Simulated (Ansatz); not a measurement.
SrTaNO2:
```
SrTaNO2
1.0
    3.96493     0.00000     0.00000
    0.00000     4.02225     0.00000
    0.00000     0.00000     3.99698
Sr Ta N O
1 1 1 2
Cartesian
  0.00000   0.00000   0.10604
  1.98247   2.01112   2.05630
  1.98247   0.00000   1.91744
  0.00000   2.01112   1.93302
  1.98247   2.01112   3.97965
```

Relaxed with LDA. Special points in fractions of this cell's reciprocal vectors: Γ (0.000, 0.000, 0.000); X (0.500, 0.000, 0.000); S (0.500, 0.500, 0.000); Y (0.000, 0.500, 0.000); Z (0.000, 0.000, 0.500); U (0.500, 0.000, 0.500); R (0.500, 0.500, 0.500); T (0.000, 0.500, 0.500).

Task: List the band energies nearest the valence-band maximum at these points for DFT-LDA in the program Ansatz with PAW potentials.

Result: In eV from the valence-band maximum; about four levels below and three above (degenerate sets whole), none deeper than 8.9 eV; points with the same levels are listed once.

| k | below | above |
|---|---|---|
| Γ | -2.83 -0.48 -0.36 -0.32 | 0.71 0.81 1.45 |
| X | -3.69 -1.91 -1.04 -0.51 | 1.72 3.51 3.71 |
| S | -3.56 -3.37 -2.91 -0.43 | 3.58 4.93 4.97 |
| Y | -2.98 -2.81 -2.57 -2.51 | 1.07 4.79 4.82 |
| Z | -3.64 -1.97 -0.97 0.00 | 1.05 3.60 3.88 |
| U | -2.18 -0.96 -0.95 -0.36 | 3.80 3.94 4.58 |
| R | -4.76 -2.13 -0.20 -0.19 | 4.80 4.98 5.19 |
| T | -3.38 -3.35 -3.16 -0.41 | 3.64 4.85 4.92 |

Space group Pmm2. The workflow started from a Materials Project entry (that database holds measured and hypothetical structures alike); the Crystallography Open Database copy checked does not list it. With N and O taken as one species the cell has the higher symmetry P4mm, so it may be an ordered model of a mixed-site phase. Its standing as an ambient phase is unchecked. The LDA relaxation kept the symmetry of its start. At this level the phase is dynamically unstable (imaginary phonons). The run is not spin-polarised. Spin–orbit coupling is left out wherever it is not named.

Potentials: the later of the program's two PAW sets.
